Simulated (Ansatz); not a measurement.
## ScZn: energy along a strain

ScZn, Pm-3m, a = 3.350 Å (as given, not relaxed at this level: -1.4 GPa). The structure is a COD entry; whether it is the stable form wasn't checked. Ansatz: r2SCAN, PAW, 500 eV, Γ-centred 14×14×14 mesh on 2 atoms, Gaussian smearing 0.15 eV; no spin polarisation. Cell vectors (Å): 3.350 0.000 0.000; 0.000 3.350 0.000; 0.000 0.000 3.350. The cell is strained by x per cent times the pattern (0 1 0 0 0 0) in the order xx yy zz yz xz xy (engineering shears), with fractional coordinates held. y is the free energy over the start, V0 = 18.798 Å³/atom.

```
x (%) y (meV/atom)
-2.00             ?
-1.50         -0.90
-1.00         -0.94
-0.50         -0.64
 0.00          0.00
 0.50          0.97
 1.00          2.26
 1.50          3.85
 1.75          4.76
 2.00          5.74
```

Q: Fit y = c1 x + c2 x² + c3 x³ to the other rows, get the stiffness along the pattern, and predict the missing energy.

A: Least squares on the rows shown. y = 1.615 x + 0.6562 x² − 0.01413 x³. The clamped-ion stiffness p·C·p = 2 × 6.562 eV × 160.2 / 18.798 Å³ = 112 GPa, which is C22 in these axes (C11 of the cubic crystal) (second derivative at the start, which stands under stress). At x = -2.00 the fit asked for gives -0.49 meV/atom. The run gave -0.49 meV/atom, the same to the digits shown.